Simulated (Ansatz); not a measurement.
The relaxed structure here is a generated cell of MgF2: the first start was made by a random draw of sites in a space group, and the end was not matched to a known phase here, so it may be hypothetical. Known forms of MgF2 include space group No. 136.

A relaxed structure of MgF₂. These are PBEsol (plane waves to 420 eV, PAW, scalar-relativistic; Ansatz, an electronic-structure program) values and carry that method's errors.

```cif
data_F6Mg3
_chemical_formula_sum 'F6 Mg3'
_space_group_name_H-M_alt 'P 1'
_space_group_IT_number 1
_cell_length_a 5.05416
_cell_length_b 5.05416
_cell_length_c 4.39285
_cell_angle_alpha 90.000
_cell_angle_beta 90.000
_cell_angle_gamma 120.000
loop_
_space_group_symop_operation_xyz
  'x, y, z'
loop_
_atom_site_label
_atom_site_type_symbol
_atom_site_fract_x
_atom_site_fract_y
_atom_site_fract_z
_atom_site_occupancy
F1 F 0.33283 0.00000 0.75975 1
F2 F 0.00000 0.33283 0.75975 1
F3 F 0.66717 0.66717 0.75975 1
F4 F 0.66717 0.00000 0.24025 1
F5 F 0.00000 0.66717 0.24025 1
F6 F 0.33283 0.33283 0.24025 1
Mg1 Mg 0.00000 0.00000 0.50000 1
Mg2 Mg 0.33333 0.66667 0.00000 1
Mg3 Mg 0.66667 0.33333 0.00000 1
```

**Question.** Find the space group and the Wyckoff positions (tolerance 0.01 Å).

**Answer.** Space group P-31m (No. 162); a = b = 5.054 Å, c = 4.393 Å, α = β = 90.00°, γ = 120.00°

| atom | site | symmetry | x | y | z |
|---|---|---|---|---|---|
| F | 6k | ..m | 0.3328 | 0.3328 | 0.2402 |
| Mg | 1b | -3.m | 0.0000 | 0.0000 | 0.5000 |
| Mg | 2c | 3.2 | 0.3333 | 0.6667 | 0.0000 |

This is the AFLOW prototype AB2_hP9_162_ad_k (as in V2N).

**Question.** Give the shortest distances between elements (the closest pairs, up to four, under 3.6 Å).

**Answer.** F–Mg 1.99 Å; F–F 2.70 Å; Mg–Mg 2.92 Å.

```yaml
volume_per_atom: 10.80 Å³
band_gap: 6.89 eV, direct at Γ (no spin-orbit coupling)
```

No spin polarisation in the result.

It was reached from a disturbed copy of a P6/mmm (No. 191) cell, against which it lies -1.141 eV/atom.
